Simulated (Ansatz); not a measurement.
According to plane-wave PAW LDA (Ansatz code), MoP in the hexagonal phase (P-6m2; Mo on 1a, P on 1f) relaxes to a = 3.191 Å, c = 3.157 Å. P has 6 nearest neighbours from 2.43 Å (trigonal prismatic). Its formation energy from the elements is -76 kJ/mol-atom, with no fitted shifts.

Electronic character: metallic (no gap).

The bulk modulus is 241 GPa. The relaxed-ion elastic constants in GPa are C11 = 377, C12 = 138, C13 = 174, C33 = 533, C44 = 190. The elastic constants imply a Debye temperature near 610 K. The highest mode at Γ lies at 12.42 THz.

Symmetry was held in the LDA relaxation; of distortions, only those at the zone centre were tested. No spin polarisation was allowed. As this level gives no gap, shear constants depend on the k-mesh and smearing (Fermi–Dirac, 0.1 eV here). As this level gives no gap, phonon frequencies hold no LO–TO term and depend on the k-mesh and smearing (Fermi–Dirac, 0.1 eV here). The references are the lowest solids computed at this level, not always the standard phases. Scalar-relativistic: spin–orbit coupling is off unless named, which matters more the heavier the elements.

Potentials: the later of the program's two PAW sets.
